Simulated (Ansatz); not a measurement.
SrWO4:
```xyz
12
Lattice="-2.6694 2.6694 5.7872 2.6694 -2.6694 5.7872 2.6694 2.6694 -5.7872" Properties=species:S:1:pos:R:3 pbc="T T T"
Sr     0.0000     2.6694     2.8936
Sr     0.0000     0.0000     0.0000
W      2.6694     0.0000     2.8936
W      0.0000     0.0000     5.7872
O      1.2501    -0.8002     6.7727
O      3.4696     1.2501     3.8791
O      1.4193     3.4696     0.9855
O      1.8692    -1.2501     3.8791
O      1.4193     0.8002     1.9080
O      1.8692     1.4193    -0.9855
O      3.9195    -0.8002     1.9080
O      0.8002     1.2501     4.8016
```

Tensor components refer to the Cartesian frame of this cell.

### Question
Give the high-frequency dielectric tensor and the Born effective charge tensors of the independent atoms from DFPT, LDA (plane waves, PAW; program Ansatz).

### Answer

ε∞:
```
3.73  0.00  0.00
0.00  3.73  0.00
0.00  0.00  3.81
```
Z* of atom 1 (Sr), rows: field, columns: displacement, in e:
```
 2.94   0.17   0.00
-0.17   2.94   0.00
 0.00   0.00   2.71
```
Z* of atom 3 (W), rows: field, columns: displacement, in e:
```
 4.26  -0.25   0.00
 0.25   4.26   0.00
 0.00   0.00   4.73
```
Z* of atom 5 (O), rows: field, columns: displacement, in e:
```
-2.03   0.71  -0.72
 0.67  -1.57   0.60
-0.82   0.48  -1.86
```

Space group I4_1/a. The workflow started from a Materials Project entry (that database holds measured and hypothetical structures alike); the Crystallography Open Database copy checked does not list it. Whether it is the stable phase at ambient conditions was not checked. The LDA relaxation kept the symmetry of its start; its stability against distortions is not shown here. No spin polarisation was allowed. No Hubbard U is applied. Spin–orbit coupling is left out wherever it is not named.

Potentials: the later of the program's two PAW sets.
